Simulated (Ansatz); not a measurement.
BN:
```cif
data_B2N2
_chemical_formula_sum 'B2 N2'
_space_group_name_H-M_alt 'P63/mmc'
_space_group_IT_number 194
_space_group_name_Hall '-P 6c 2c'
_cell_length_a 2.47145
_cell_length_b 2.47145
_cell_length_c 3.98582
_cell_angle_alpha 90.000
_cell_angle_beta 90.000
_cell_angle_gamma 120.000
loop_
_atom_site_label
_atom_site_type_symbol
_atom_site_symmetry_multiplicity
_atom_site_Wyckoff_symbol
_atom_site_fract_x
_atom_site_fract_y
_atom_site_fract_z
_atom_site_occupancy
B1 B 2 a 0.00000 0.00000 0.00000 1
N1 N 2 c 0.33333 0.66667 0.25000 1
```

Relaxed at zero pressure with plane-wave PAW HSE06 (Ansatz code).

Problem. The volume is lowered by 9 % and shape and atoms relax at that volume. What pressure results, and how do the axes share the change?

Solution. 46.8 GPa; a -3.2 %, b -3.2 %, c -2.9 %; the energy rises by 64 meV/atom.

Problem. Give the new structure.

Solution. 
Space group P6₃/mmc (No. 194); a = 2.393 Å, b = 2.393 Å, c = 3.870 Å, α = 90.00°, β = 90.00°, γ = 120.00°

```json
[
 {"atom": "B", "site": "2a", "symmetry": "-3m.", "x": "0.0000", "y": "0.0000", "z": "0.0000"},
 {"atom": "N", "site": "2c", "symmetry": "-6m2", "x": "0.3333", "y": "0.6667", "z": "0.2500"}
]
```

The phase is kept; no other phase was compared at this pressure.

Space group P6_3/mmc (NiAs type). The cell is a constructed one: a structure type filled with these elements. Its sites differ from those of the usual phase in this space group: another stacking or structure type. The cell was relaxed with HSE06 under the symmetry of its start; whether a distortion lowers the energy is not shown.

Potentials: the later of the program's two PAW sets.
